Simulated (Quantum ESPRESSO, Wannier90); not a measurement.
## Rh (fcc (Cu type)): Wannier90 run

```xyz
1
Lattice="0.0000 1.9030 1.9030 1.9030 0.0000 1.9030 1.9030 1.9030 0.0000" Properties=species:S:1:pos:R:3 pbc="T T T"
Rh     0.0000     0.0000     0.0000
```

Materials Project entry mp-74; symmetrised, unrelaxed at this level. This is the element's usual structure. Computed values, not measurements, from PBEsol: Quantum ESPRESSO (norm-conserving PseudoDojo potentials, cutoff 71 Ry, spinors with spin-orbit coupling) on a Γ-centred 10×10×10 mesh, then Wannier90. Density: 18×18×18 mesh, cold smearing 0.01 Ry.

A tight-binding model is made by disentanglement and projection with no localisation steps (num_iter = 0), so the 18 orbitals stay atom-like: hydrogen-like Rh: s;p;d, axes along x, y, z; frozen window up to 3.00 eV relative to the Fermi level. It follows pw.x to 2.6 meV rms for states up to 1.0 eV relative to the Fermi level. Matrix elements depend on this choice of orbitals and windows.

The 45 largest hoppings ⟨m,0|H|n,R⟩ between different sites (one of each Hermitian pair; signs follow the real orbitals' lobes; the list may end inside a set of equal values):

```tsv
m	n	R	distance of the centres (Å)	t (eV)	Im t (eV)
Rh1 px↑	Rh1 py↑	0 0 1	2.69	2.178	0.035
Rh1 px↓	Rh1 py↓	0 0 1	2.69	2.178	-0.035
Rh1 py↑	Rh1 px↑	0 0 1	2.69	2.178	-0.035
Rh1 py↓	Rh1 px↓	0 0 1	2.69	2.178	0.035
Rh1 px↑	Rh1 py↑	1 -1 0	2.69	-2.178	0.035
Rh1 px↓	Rh1 py↓	1 -1 0	2.69	-2.178	-0.035
Rh1 py↑	Rh1 px↑	1 -1 0	2.69	-2.178	-0.035
Rh1 py↓	Rh1 px↓	1 -1 0	2.69	-2.178	0.035
Rh1 pz↑	Rh1 py↑	0 1 -1	2.69	-2.178	0.000
Rh1 pz↓	Rh1 py↓	0 1 -1	2.69	-2.178	0.000
Rh1 py↑	Rh1 pz↑	0 1 -1	2.69	-2.178	0.000
Rh1 py↓	Rh1 pz↓	0 1 -1	2.69	-2.178	0.000
Rh1 pz↑	Rh1 px↑	0 1 0	2.69	2.178	0.000
Rh1 pz↓	Rh1 px↓	0 1 0	2.69	2.178	0.000
Rh1 px↑	Rh1 pz↑	0 1 0	2.69	2.178	0.000
Rh1 px↓	Rh1 pz↓	0 1 0	2.69	2.178	0.000
Rh1 pz↑	Rh1 px↑	1 0 -1	2.69	-2.178	0.000
Rh1 pz↓	Rh1 px↓	1 0 -1	2.69	-2.178	0.000
Rh1 px↑	Rh1 pz↑	1 0 -1	2.69	-2.178	0.000
Rh1 px↓	Rh1 pz↓	1 0 -1	2.69	-2.178	0.000
Rh1 pz↑	Rh1 py↑	1 0 0	2.69	2.178	0.000
Rh1 pz↓	Rh1 py↓	1 0 0	2.69	2.178	0.000
Rh1 py↑	Rh1 pz↑	1 0 0	2.69	2.178	0.000
Rh1 py↓	Rh1 pz↓	1 0 0	2.69	2.178	0.000
Rh1 s↑	Rh1 px↑	0 0 1	2.69	1.519	-0.003
Rh1 s↑	Rh1 py↑	0 0 1	2.69	1.519	0.003
Rh1 s↓	Rh1 px↓	0 0 1	2.69	1.519	0.003
Rh1 s↓	Rh1 py↓	0 0 1	2.69	1.519	-0.003
Rh1 px↑	Rh1 s↑	0 0 1	2.69	-1.519	-0.003
Rh1 px↓	Rh1 s↓	0 0 1	2.69	-1.519	0.003
Rh1 py↑	Rh1 s↑	0 0 1	2.69	-1.519	0.003
Rh1 py↓	Rh1 s↓	0 0 1	2.69	-1.519	-0.003
Rh1 s↑	Rh1 pz↑	0 1 -1	2.69	1.519	0.000
Rh1 s↑	Rh1 py↑	0 1 -1	2.69	-1.519	0.000
Rh1 s↓	Rh1 pz↓	0 1 -1	2.69	1.519	0.000
Rh1 s↓	Rh1 py↓	0 1 -1	2.69	-1.519	0.000
Rh1 pz↑	Rh1 s↑	0 1 -1	2.69	-1.519	0.000
Rh1 pz↓	Rh1 s↓	0 1 -1	2.69	-1.519	0.000
Rh1 py↑	Rh1 s↑	0 1 -1	2.69	1.519	0.000
Rh1 py↓	Rh1 s↓	0 1 -1	2.69	1.519	0.000
Rh1 s↑	Rh1 pz↑	0 1 0	2.69	1.519	0.000
Rh1 s↑	Rh1 px↑	0 1 0	2.69	1.519	0.000
Rh1 s↓	Rh1 pz↓	0 1 0	2.69	1.519	0.000
Rh1 s↓	Rh1 px↓	0 1 0	2.69	1.519	0.000
Rh1 pz↑	Rh1 s↑	0 1 0	2.69	-1.519	0.000
```
